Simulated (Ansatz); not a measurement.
Task: Name crystals whose computed values (r²SCAN (plane waves, PAW; program Ansatz)) fall in these windows: G_Hill (GPa) 79 to 97; electron conductivity mass (mₑ) 1.2 to 1.7.

Result: 

```json
[
 {"crystal": "TiO2, Pbca (Ti on 8c, O on 8c, O on 8c)", "G_Hill (GPa)": "89.9", "electron conductivity mass (mₑ)": "1.5"}
]
```
Others may fit too.

The cell was relaxed under the symmetry of its start. Rows with no word on spin ran without spin polarisation.

Potentials: the later of the program's two PAW sets.
